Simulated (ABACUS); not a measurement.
A self-consistent single point of CsPbBr3 (P4/mmm, 5 atoms in the cell; from Materials Project mp-600089, changed as shown) with ABACUS.

Method: PBEsol, PseudoDojo 0.4 standard norm-conserving PBEsol (tails mended) pseudopotentials (plane waves; ABACUS 3.10.1).

The change in words: lattice vector b scaled by 1.01. Reference geometry (Pm-3m):
```xyz
5
Lattice="5.8499 0.0000 0.0000 0.0000 5.8499 0.0000 0.0000 0.0000 5.8499" Properties=species:S:1:pos:R:3 pbc="T T T"
Cs     0.0000     0.0000     0.0000
Pb     2.9249     2.9249     2.9249
Br     2.9249     2.9249     0.0000
Br     0.0000     2.9249     2.9249
Br     2.9249     0.0000     2.9249
```

Reference input (self-consistent single point, DFT, PBEsol, plane waves, PseudoDojo 0.4 standard norm-conserving PBEsol (tails mended) pseudopotentials): KPT = Gamma 4 4 4 0 0 0; basis_type = pw; dft_functional = PBESOL; ecutwfc = 62.5 Ry; smearing_method = gaussian; smearing_sigma = 0.00146997 Ry; potentials = PseudoDojo 0.4 standard norm-conserving PBEsol (tails mended); symmetry = 1; symmetry_prec = 1e-05; ks_solver = dav; scf_nmax = 100; scf_thr = 1.0e-09 Ry. This run's input differs from it in these lines:

```diff
@@ -30,3 +30,3 @@
   11.0546767311    0.0000000000    0.0000000000
-   0.0000000000   11.0546767311    0.0000000000
+   0.0000000000   11.1652238197    0.0000000000
    0.0000000000    0.0000000000   11.0546767311
@@ -44,3 +44,3 @@
 1
-   2.9249415000    2.9249415000    2.9249415000
+   2.9249415000    2.9541910000    2.9249415000
 
@@ -49,4 +49,4 @@
 3
-   2.9249415000    2.9249415000    0.0000000000
-   0.0000000000    2.9249415000    2.9249415000
+   2.9249415000    2.9541910000    0.0000000000
+   0.0000000000    2.9541910000    2.9249415000
    2.9249415000    0.0000000000    2.9249415000
```

The program printed (abridged):

```
 SELF-CONSISTENT
 -------------------------------------------
                                 init_chg = atomic

 PW ALGORITHM --------------- ION=   1  ELEC=   1--------------------------------

 Notice: Threshold on eigenvalues was too large.

 Density error is 0.115568314159
                          Error Threshold = 0.000269776949346
 E_KohnSham     -281.0180475977      -3823.4466881639
 E_Fermi        0.3091905253         4.2067529116

 PW ALGORITHM --------------- ION=   1  ELEC=   2--------------------------------

 Density error is 0.0140363754078
                          Error Threshold = 0.000262655259453
   [... lines left out ...]

 Density error is 4.75213834347e-09
                          Error Threshold = 1.06610402139e-10
 E_KohnSham     -281.0515840033      -3823.9029743708
 E_Fermi        0.3190944854         4.3415032014

 PW ALGORITHM --------------- ION=   1  ELEC=   8--------------------------------

 Density error is 2.54661777031e-10
                          Error Threshold = 1.0800314417e-11
 E_KohnSham     -281.0515840049      -3823.9029743927
 E_KS(sigma->0) -281.0515840049      -3823.9029743927
 E_entropy(-TS) -0.0000000000        -0.0000000000
 E_Fermi        0.3191068155         4.3416709619
 charge density convergence is achieved
 final etot is -3823.9029744 eV
 EFERMI = 4.3416709619 eV

 STATE ENERGY(eV) AND OCCUPATIONS    NSPIN == 1
   [... 29 lines left out ...]

 TOTAL-FORCE (eV/Angstrom)
                       Cs1         0.0000000000         0.0000000000         0.0000000000
                       Pb1         0.0000000000         0.0000000000         0.0000000000
                       Br1         0.0000000000         0.0000000000         0.0000000000
                       Br2         0.0000000000         0.0000000000         0.0000000000
                       Br3         0.0000000000         0.0000000000         0.0000000000

 TOTAL-STRESS (KBAR)
         2.6398633727         0.0000000000         0.0000000000
         0.0000000000        -1.9489839628         0.0000000000
         0.0000000000         0.0000000000         2.6398633727
 TOTAL-PRESSURE: 1.110248 KBAR

 --------------------------------------------
 !FINAL_ETOT_IS -3823.9029743926930678 eV
 --------------------------------------------
```

The run converged in 8 iterations. Against the reference run the free energy hardly moves (within 1 meV/atom), the pressure goes from 0.33 to 0.11 GPa and the gap on the mesh moves little (1.385 to 1.380 eV).

Spin-orbit coupling is left out, which matters for bands and gaps with elements this heavy. The structure comes from a collection of computed structures, made at another level of theory; the collection holds predicted forms beside known ones. Its lattice was then scaled.

Cost on one core: roughly 100 core-seconds.

“Tails mended”: in these copies of the files the far tail of each local potential was reset to the Coulomb form.
